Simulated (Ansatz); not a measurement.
BN in the 4H polytype structure at its r2SCAN geometry, run in Ansatz 0.2.0 at 2 levels of theory. The calculation is spin-unpolarised, and the structure need not be a phase that has been made.

The r2SCAN input:
```yaml
crystal:
  lattice:
    - [2.5479975837, 0.0, 0.0]
    - [-1.2739987919, 2.2066306362, 0.0]
    - [0.0, 0.0, 8.375360607]
  atoms:
    - { symbol: B, position: [0.0, 0.0, 0.000389431] }
    - { symbol: B, position: [0.3333333333, 0.6666666667, 0.2496892038] }
    - { symbol: B, position: [0.0, 0.0, 0.500389431] }
    - { symbol: B, position: [0.6666666667, 0.3333333333, 0.7496892038] }
    - { symbol: "N", position: [0.0, 0.0, 0.1869898389] }
    - { symbol: "N", position: [0.3333333333, 0.6666666667, 0.4379315264] }
    - { symbol: "N", position: [0.0, 0.0, 0.6869898389] }
    - { symbol: "N", position: [0.6666666667, 0.3333333333, 0.9379315264] }
kpoints:
  mp_grid: { grid: [12, 12, 4] }
  band_path:
    path:
      - [0.0, 0.0, 0.0]
      - [0.5, 0.0, 0.0]
      - [0.3333333333, 0.3333333333, 0.0]
      - [0.0, 0.0, 0.5]
      - [0.5, 0.0, 0.5]
      - [0.3333333333, 0.3333333333, 0.5]
      - [0.0, 0.5, 0.0]
    npoints: 1
hamiltonian:
  xc: r2scan
scf:
  occupations: { method: fixed }
  n_extra_bands: 6
output:
  forces: true
  stress: true
  eigenvalues: true
```

Main results, then, where recorded, the levels near the gap in eV from the Fermi energy (columns number the bands from 0), one row a point of the path (Γ, M, K, A, L, H, M):
```
Crystal: 8 atoms, lattice volume = 47.090 Å³
Symmetry: 12 space group operations
Space group: P63mc (ITA 186)
```
```
Basis set: ecut = 500 eV, 1195 PW (Γ)
k-points: 57 of 576 (time reversal used)
SCF converged after 7 iterations
Free energy (F): -2175.960918 eV
Fermi energy:    11.139301 eV
--- Forces (eV/Å), atoms counted from 1 ---
  atom   1  B       0.00000      0.00000    -0.00031
  atom   2  B       0.00000      0.00000    -0.00056
  atom   3  B       0.00000      0.00000    -0.00031
  atom   4  B       0.00000      0.00000    -0.00056
  atom   5  N       0.00000      0.00000      0.00043
  atom   6  N       0.00000      0.00000      0.00043
  atom   7  N       0.00000      0.00000      0.00043
  atom   8  N       0.00000      0.00000      0.00043
--- Stress (GPa, compression-positive) ---
        0.004230       0.000000       0.000000
        0.000000       0.004230       0.000000
        0.000000       0.000000      -0.009523
  P = ⅓ Tr σ = -0.0004 GPa (-0.004 kbar)
```
```tsv
band_11	band_12	band_13	band_14	band_15	band_16	band_17	band_18
-1.139	-1.139	-0.132	0.000	0.000	9.352	9.352	9.502
-3.894	-3.831	-3.650	-2.704	-2.109	6.076	6.462	8.714
-6.089	-5.605	-4.364	-4.364	-3.076	8.255	8.255	10.296
-1.866	-0.389	-0.389	-0.389	-0.389	9.844	9.844	9.844
-4.805	-3.601	-3.601	-2.697	-2.697	6.597	6.597	9.048
-6.964	-4.148	-4.148	-3.941	-3.941	7.430	7.430	11.996
-3.894	-3.831	-3.650	-2.704	-2.109	6.076	6.462	8.714
```

With r2SCAN the valence top lies at Γ and the conduction bottom at M, 6.08 eV higher; the smallest vertical gap, at M, is 8.19 eV.

HSE06. Against the first input these blocks differ (the band path and keys that only write files left aside):
```yaml
kpoints:
  mp_grid: { grid: [6, 6, 2] }
hamiltonian:
  xc: hse06
```

```
Basis set: ecut = 420 eV, 921 PW (Γ)
k-points: 14 of 72
Exchange kernel: α = 0.2500, screened, ω = 0.2079 Å⁻¹, Wigner–Seitz truncation, v(0) = 1029.0137 eV·Å³, q-mesh 6×6×2
hybrid outer 1: dexx = +9.248e-3 eV, tail = 2.10e-5 eV
hybrid outer 2: dexx = +3.091e-7 eV, tail = 8.60e-9 eV, Δε = 1.71e-3 eV, ΔF = 5.19e-4 eV/Å
hybrid SCF converged: 2 outer / 11 inner (+2 warm-up)
Free energy (F): -2169.743614 eV
Fermi energy:    10.448837 eV
--- Forces (eV/Å), atoms counted from 1 ---
  atom   1  B       0.00000      0.00000    -0.01603
  atom   2  B       0.00000      0.00000    -0.00253
  atom   3  B       0.00000      0.00000    -0.01603
  atom   4  B       0.00000      0.00000    -0.00253
  atom   5  N       0.00000      0.00000      0.01553
  atom   6  N       0.00000      0.00000      0.00299
  atom   7  N       0.00000      0.00000      0.01553
  atom   8  N       0.00000      0.00000      0.00299
--- Stress (GPa, compression-positive) ---
       -4.296768       0.000000       0.000000
        0.000000      -4.296768       0.000000
        0.000000       0.000000      -4.669850
  P = ⅓ Tr σ = -4.4211 GPa (-44.211 kbar)
```
```tsv
band_11	band_12	band_13	band_14	band_15	band_16	band_17	band_18
-1.188	-1.188	-0.128	0.000	0.000	10.349	10.349	10.511
-4.059	-3.996	-3.800	-2.815	-2.204	6.907	7.299	9.598
-6.359	-5.856	-4.542	-4.542	-3.207	9.088	9.088	11.261
-1.948	-0.405	-0.405	-0.405	-0.405	10.851	10.851	10.851
-5.010	-3.743	-3.743	-2.813	-2.813	7.428	7.428	9.963
-7.280	-4.326	-4.326	-4.105	-4.105	8.260	8.260	13.008
-4.059	-3.996	-3.800	-2.815	-2.204	6.907	7.299	9.598
```

The HSE06 gap is indirect, 6.91 eV (Γ to M), below the direct gap of 9.11 eV at M. The mean pressure is -4.4 GPa (compression positive), so HSE06 would shrink the cell's volume. (The program warns that its thresholds are loose for a hybrid's stress.)

The hybrids run on coarser meshes, which limits their stresses and small splittings of levels.

Totals of different functionals can't be compared.
